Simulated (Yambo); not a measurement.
BeTe (zinc blende, space group F-43m, No. 216): a test of whether the lowest BSE state is resolved, against the k mesh (Yambo, LDA bands; otherwise 3 valence and 4 conduction bands, static screening with 24 bands and a 4 Ry block, scissor 1.65 eV, Tamm-Dancoff).

| k mesh | direct gap (eV) | lowest state (eV) | difference (eV) | k points taking part | rough cost |
|---|---|---|---|---|---|
| 4×4×4 | 5.24 | 4.94 | 0.30 | 1.1 | about 1/60 |
| 6×6×6 | 5.24 | 5.00 | 0.24 | 1.1 | about 1/10 |
| 8×8×8 | 5.24 | 5.05 | 0.20 | 1.1 | about 1/3 |
| 10×10×10 | 5.24 | 5.08 | 0.16 | 1.2 | 1 |

The last step moves the difference by 0.03 eV. Even the densest mesh doesn't resolve the state: none of these energies is a result, and the difference is no binding energy.

These are vertical excitations (zero momentum); the indirect quasiparticle gap, about 3.24 eV, is smaller than the direct one (5.24 eV on the GW mesh). The scissor comes from a G0W0 run whose convergence isn't established; costs are rough.

Spin-orbit coupling is left out, which matters for elements this heavy: edges can move by tenths of an eV.

The standard potential for Te keeps a d shell in the valence without the s and p states of that shell. In tests on such compounds this moved G0W0 gaps by up to about 0.9 eV, so absolute quasiparticle energies here are unreliable; differences between settings are what counts.

Geometry relaxed with LDA; primitive cell a = 3.928 Å, b = 3.928 Å, c = 3.928 Å, α = 60.00°, β = 60.00°, γ = 60.00°.
